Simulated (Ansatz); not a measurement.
# Data sheet: SrHI (DFT)

SrHI:
Space group P4/nmm, origin choice 1 (No. 129); a = 4.2797 Å, b = 4.2797 Å, c = 8.7164 Å, α = 90.00°, β = 90.00°, γ = 90.00°

```tsv
atom	site	symmetry	x	y	z
Sr	2c	4mm	0.0000	0.5000	0.1506
H	2a	-4m2	0.0000	0.0000	0.0000
I	2c	4mm	0.5000	0.0000	0.3262
```

Space group P4/nmm (No. 129); conventional cell a = b = 4.2797 Å, c = 8.7164 Å, α = β = γ = 90.00°.

Method: plane-wave PAW r²SCAN+D4 (Ansatz code). The cell and atoms are relaxed at this level. Other levels are named where they apply.

Cell and energy:

- Volume per atom = 26.61 Å³
- Density = 4.48 g/cm³
- Formation energy from the elements (no fitted shifts) = -1.39 eV/atom

Electronic structure:

Band gap: 3.82 eV (indirect)
Valence-band maximum: at Z
Conduction-band minimum: at M
Smallest direct gap on the standard path: 3.89 eV
Hole effective mass: 0.29, 1.5, 1.5 mₑ (principal values)
Gap with spin–orbit coupling: 3.67 eV

Charges:

* **Bader charges**: Sr +1.53, H -0.75, I -0.78 e

The first step of the workflow began from a Materials Project structure, measured or hypothetical; the Crystallography Open Database files this formula in space group No. 129, but the cells were not matched. Whether it is the stable phase at ambient conditions was not checked. The r²SCAN+D4 relaxation kept the symmetry of its start; its stability against distortions is not shown here. The references are the lowest solids computed at this level, not always the standard phases (solids in place of the gases). Scalar-relativistic: spin–orbit coupling is off unless named, which matters more the heavier the elements.

Potentials: the later of the program's two PAW sets.
